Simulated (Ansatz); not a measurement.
LiH (rock salt), frozen-phonon scan

Relaxed LiH (rock salt):

```xyz
4
Lattice="0.0000 4.0054 4.0054 2.0027 2.0027 4.0054 2.0027 2.0027 0.0000" Properties=species:S:1:pos:R:3 pbc="T T T"
H      0.0000     0.0000     0.0000
H      2.0027     4.0054     6.0081
Li     2.0027     6.0081     6.0081
Li     2.0027     4.0054     4.0054
```

A phonon eigenvector at X = (0.5, 0.5, 0.0) is frozen into this cell: atom i moves by Q times the vector below, so Q is the largest atomic displacement, in Å. The cell is held. It is one choice among 2 degenerate patterns. (q is in reciprocal vectors of the primitive cell; the cell shown is doubled to hold the pattern.)

| atom | x | y | z |
|---|---|---|---|
| H1 | 0.000 | 1.000 | 0.000 |
| H2 | 0.000 | -1.000 | 0.000 |
| Li3 | 0.000 | 0.024 | 0.000 |
| Li4 | 0.000 | -0.024 | 0.000 |

Level of theory: r2SCAN (plane waves to 500 eV, PAW, scalar-relativistic; Ansatz, a first-principles code). k mesh 14×14×14 (Γ-centred), Fermi-Dirac smearing 0.05 eV. The energy includes the smearing's −TS. Compression counts positive. LiH was relaxed with its symmetry unable to fall. ΔE is measured from the undisplaced structure.

```json
[
 {"Q (Å)": "-0.180", "ΔE (meV/cell)": "90.5", "−dE/dQ from forces (eV/Å)": "1.053", "P (GPa)": "0.59"},
 {"Q (Å)": "-0.150", "ΔE (meV/cell)": "61.9", "−dE/dQ from forces (eV/Å)": "0.853", "P (GPa)": "0.41"},
 {"Q (Å)": "-0.120", "ΔE (meV/cell)": "39.2", "−dE/dQ from forces (eV/Å)": "0.667", "P (GPa)": "0.26"},
 {"Q (Å)": "-0.090", "ΔE (meV/cell)": "21.8", "−dE/dQ from forces (eV/Å)": "0.491", "P (GPa)": "0.14"},
 {"Q (Å)": "-0.060", "ΔE (meV/cell)": "9.6", "−dE/dQ from forces (eV/Å)": "0.323", "P (GPa)": "0.06"},
 {"Q (Å)": "-0.030", "ΔE (meV/cell)": "2.4", "−dE/dQ from forces (eV/Å)": "0.160", "P (GPa)": "0.02"},
 {"Q (Å)": "0.000", "ΔE (meV/cell)": "0.0", "−dE/dQ from forces (eV/Å)": "0.000", "P (GPa)": "0.00"},
 {"Q (Å)": "0.030", "ΔE (meV/cell)": "2.4", "−dE/dQ from forces (eV/Å)": "-0.160", "P (GPa)": "0.02"},
 {"Q (Å)": "0.060", "ΔE (meV/cell)": "9.6", "−dE/dQ from forces (eV/Å)": "-0.323", "P (GPa)": "0.06"},
 {"Q (Å)": "0.090", "ΔE (meV/cell)": "21.8", "−dE/dQ from forces (eV/Å)": "-0.491", "P (GPa)": "0.14"},
 {"Q (Å)": "0.120", "ΔE (meV/cell)": "39.2", "−dE/dQ from forces (eV/Å)": "-0.667", "P (GPa)": "0.26"},
 {"Q (Å)": "0.150", "ΔE (meV/cell)": "61.9", "−dE/dQ from forces (eV/Å)": "-0.853", "P (GPa)": "0.41"},
 {"Q (Å)": "0.180", "ΔE (meV/cell)": "90.5", "−dE/dQ from forces (eV/Å)": "-1.053", "P (GPa)": "0.59"}
]
```

Derived quantities:

- Energy at Q = 0.180 Å: 90.5 meV/cell
- Space group of the distorted cell: Cmcm (No. 63), lowered from Fm-3m
- Symmetry of the curve: even: the same for both signs
- Shape of the curve: a single well with its minimum at or next to zero displacement
- Harmonic wavenumber from the curvature (finite differences): 846 cm⁻¹
- Wavenumber by perturbation theory (DFPT, on another k mesh): 846 cm⁻¹

(For displaced atoms, the force is minus the slope of the energy, and its curvature is a force constant, which sets phonon frequencies.)
